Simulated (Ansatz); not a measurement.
# Stationary points along a deformation path in Pt

Theory: DFT PBEsol, scalar-relativistic, plane waves, PAW in Ansatz 0.2.0. The runs took a 420 eV cutoff, a Γ-centred 24×24×24 mesh and Gaussian smearing (0.15 eV). Spin–orbit coupling is left out, which can shift energies with elements as heavy as these. No spin polarisation. Energies are free energies at this smearing, counted from the undisturbed cell; pressure is positive in compression.

Reference structure (as given, not relaxed at this level; it stands at -10.9 GPa; this bcc form isn't the usual structure):

```yaml
crystal:
  lattice:
    - [-1.58422, 1.58422, 1.58422]
    - [1.58422, -1.58422, 1.58422]
    - [1.58422, 1.58422, -1.58422]
  atoms:
    - { symbol: Pt, position: [0.00000, 0.00000, 0.00000] }
```

At fixed volume and fractional coordinates, lengths along (0.000, 0.000, 1.000) are scaled against those across it; ρ is that ratio over its starting value. V = 15.904 Å³/atom. Δσ is the stress along the axis less the mean stress across it (compression positive).

| ρ | ΔE (meV/atom) | Δσ (GPa) | space group |
| --- | --- | --- | --- |
| 0.650 | 453.6 | 93.82 | I4/mmm |
| 0.707 | 69.0 | 46.58 | I4/mmm |
| 0.780 | -96.0 | 7.09 | I4/mmm |
| 0.850 | -77.3 | -10.34 | I4/mmm |
| 0.920 | -22.5 | -8.22 | I4/mmm |
| 1.000 | 0.0 | 0.00 | Im-3m |
| 1.100 | -22.2 | 5.83 | I4/mmm |
| 1.200 | -58.2 | 6.23 | I4/mmm |
| 1.300 | -88.6 | 4.93 | I4/mmm |
| 1.414 | -104.4 | 0.01 | Fm-3m |

Task: How does the stress give the slope of the energy, and where is the energy stationary?

Result: Along the path d ln(length) is 2/3 d ln ρ on the axis and −1/3 d ln ρ across it, so dE/d ln ρ = −(2/3) V Δσ: the energy falls with ρ where Δσ is positive. Δσ vanishes or changes sign between ρ = 0.780 and 0.850, a minimum (near 0.81 by linear interpolation); at ρ = 1.000 (Im-3m), a maximum at 0.0 meV/atom; at ρ = 1.414 (Fm-3m, an end of the scan), at -104.4 meV/atom. Pairs of stationary points between two samples would go unseen, and could change a minimum read from distant neighbours into a maximum. At ρ = 1.000, 1.414 the cell is cubic, where symmetry alone makes the stress isotropic and the slope zero.

Task: Which shear constant sets the curvature at ρ = 1?

Result: For a cubic crystal E/V = (2/3) C (ln ρ)² with C = C′ = (C11 − C12)/2, so Δσ = −2C ln ρ. The parabola of Δσ against ln ρ through ρ = 0.920, 1 and 1.100 gives C ≈ -41 GPa with the ions clamped, rough because the steps are large. It is the stress–strain coefficient at this cell's pressure of -10.9 GPa, not the zero-pressure constant. It is negative, so the cubic cell is unstable to this shear.

Task: Integrate that slope from ρ = 1 to 0.780 by the trapezoid rule.

Result: With V/N in Å³ and 1 eV/Å³ = 160.2 GPa the slopes at ρ = 1.000, 0.920, 0.850, 0.780 are 0, 544, 684, -469 meV/atom per unit of ln ρ. The steps add (-22.7) + (-48.6) + (-9.2) = -80.5 meV/atom, against -96.0 from the energies; the trapezoid rule misses the curvature of the slope within each step.

Task: Is the start the lowest point of the path?

Result: No: ρ = 1.414 lies 104.4 meV/atom lower, with no sampled rise above the start on the way. Volume and inner coordinates are held, so a relaxed structure there would lie lower still.

In a metal these slopes depend on the k mesh and the smearing.